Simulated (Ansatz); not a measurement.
Si$_{2}$Ni (fluorite or antifluorite type, Fm-3m) at seven volumes, LDA (plane waves, PAW; program Ansatz), scaled uniformly. One row is withheld.

```tsv
V (Å³/atom)	P (GPa)
11.599	19.77
11.982	12.05
12.364	5.49
12.746	0.00
13.129	-4.52
13.511	?
13.894	-11.64
```

### Question
Fit the shown pressures and predict the withheld one.

### Answer
Third-order Birch–Murnaghan: P = (3/2)B₀(x^(7/2) − x^(5/2))[1 + (3/4)(B′ − 4)(x − 1)] with x = (V₀/V)^(2/3). Least squares on the six rows gives V₀ = 12.749 Å³/atom, B₀ = 166.5 GPa, B′ = 4.83. At V = 13.511, x = 0.9620 and P = -8.40 GPa. The run itself gave -8.39 GPa.

Symmetry was held in the LDA relaxation. No spin polarisation was allowed.

Potentials: the earlier of the program's two PAW sets. The files were generated under PBE; for other functionals the program regenerates the frozen cores, and for LDA and PBEsol the local potential too.
